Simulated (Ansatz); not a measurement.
Input:

Si2W:
```cif
data_Si4W2
_chemical_formula_sum 'W2 Si4'
_space_group_name_H-M_alt 'I4/mmm'
_space_group_IT_number 139
_space_group_name_Hall '-I 4 2'
_cell_length_a 3.18539
_cell_length_b 3.18539
_cell_length_c 7.77151
_cell_angle_alpha 90.000
_cell_angle_beta 90.000
_cell_angle_gamma 90.000
loop_
_atom_site_label
_atom_site_type_symbol
_atom_site_symmetry_multiplicity
_atom_site_Wyckoff_symbol
_atom_site_fract_x
_atom_site_fract_y
_atom_site_fract_z
_atom_site_occupancy
W1 W 2 a 0.00000 0.00000 0.00000 1
Si1 Si 4 e 0.00000 0.00000 0.33469 1
```
(The calculation used a cell of 3 atoms; values per cell refer to that cell.)

This is the LDA-relaxed structure.

### Question
All from LDA (plane waves, PAW; program Ansatz), unless another level is named. Give the bulk modulus (Birch–Murnaghan fit).

### Answer
238 GPa.

### Question
What about the highest zone-centre frequency?

### Answer
451 cm⁻¹.

The cell was relaxed with LDA under the symmetry of its start; of distortions, only those at the zone centre were tested. The run is not spin-polarised. As this level gives no gap, phonon frequencies hold no LO–TO term and depend on the k-mesh and smearing (Fermi–Dirac, 0.1 eV here). Scalar-relativistic: spin–orbit coupling is off unless named, which matters more the heavier the elements.

Potentials: the later of the program's two PAW sets.
